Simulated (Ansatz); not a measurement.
CdTe, in the lowest of the structures calculated here: F-43m (No. 216), cF8, zinc blende type; a = 6.558 Å, b = 6.558 Å, c = 6.558 Å, α = 90.00°, β = 90.00°, γ = 90.00°; Te 4c (0.250, 0.250, 0.250); Cd 4a (0.000, 0.000, 0.000). All values below come from r2SCAN (plane waves to 500 eV, PAW, scalar-relativistic; Ansatz, a program for electronic structure). Element references, the lowest calculated here: Cd (P6₃/mmc), Te (P3₁21).

Total energies (eV/atom, σ → 0; comparable only within this code, potentials and settings):

```json
[
 {"phase": "CdTe (F-43m)", "E (eV/atom)": "-7632.143"},
 {"phase": "Cd (P6₃/mmc)", "E (eV/atom)": "-8268.250"},
 {"phase": "Te (P3₁21)", "E (eV/atom)": "-6994.904"}
]
```

Q: What is the formation energy of this F-43m form of CdTe from the elements?

A: E_f = -7632.143 − [1 × (-8268.250) + 1 × (-6994.904)] / 2 = -0.57 eV/atom (-1.1 eV per formula unit).

Static energies, no anion corrections, no zero-point energy. Values are rounded to 0.01 eV/atom. Spin-orbit coupling is missing from these energies, which matters for elements this heavy. The compounds carry no spin polarisation.
